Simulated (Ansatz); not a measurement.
NiSb:
```xyz
4
Lattice="3.9742 0.0000 0.0000 -1.9871 3.4417 0.0000 0.0000 0.0000 5.1593" Properties=species:S:1:pos:R:3 pbc="T T T"
Ni     0.0000     0.0000     0.0000
Ni     0.0000     0.0000     2.5796
Sb     0.0000     2.2945     1.2898
Sb     1.9871     1.1472     3.8695
```

Relaxed with PBE.

**Question.** Map the valence electron density (e/Å³), cut off at 3 on the plane through (0.000, 0.000, 0.000) spanned by u = [0, 0, 1] and v = [1, -1, 0] in lattice vectors, from PBE in the plane-wave PAW code Ansatz.

**Answer.** x is the fraction of u, y of v (the angle between them is 90°; rows are the nearest grid lines); atoms in the plane: Ni at (0.00, 0.00), Ni at (0.50, 0.00), Sb at (0.25, 0.33), Sb at (0.75, 0.67).
```
|@@@@-.  .-@@@@@@@-.  .-@@@@|
|@@@@:.  .:@@@@@@@:.  .:@@@@|
|@@+:.    .:+@@@+:.    .:+@@|
|-:..      ..:-:...    ...:-|
|                ........   |
|               ...::::...  |
|               .:*@@@@*:.  |
|              .:=@@@@@@=:. |
|              .:+@@@@@@+:. |
|               .=@@@@@@=.  |
|               ..:-==-:..  |
|                 ......    |
|    ......                 |
|  ..:-==-:..               |
|  .=@@@@@@=.               |
| .:+@@@@@@+:.              |
| .:=@@@@@@=:.              |
|  .:*@@@@*:.               |
|  ...::::...               |
|   ........                |
|-:...    ...:-:..      ..:-|
|@@+:.    .:+@@@+:.    .:+@@|
|@@@@:.  .:@@@@@@@:.  .:@@@@|
|@@@@-.  .-@@@@@@@-.  .-@@@@|
```
Scale: ten equal steps from 0.040 (start of ' ') to 3.00 (end of '@'), in the order ' .:-=+*#%@'; x runs from 0.000 to 1.00, y from 0.000 (bottom) to 1.00 (top).

The density is the valence pseudo-density with augmentation charge, so density and ELF within about 1 Å of a nucleus are not all-electron values.

Space group P6_3/mmc (NiAs type). Symmetry was held in the PBE relaxation; of distortions, only those at the zone centre were tested. The workflow began spin-polarised and lost its moments. Spin–orbit coupling is left out wherever it is not named.

Potentials: the later of the program's two PAW sets.
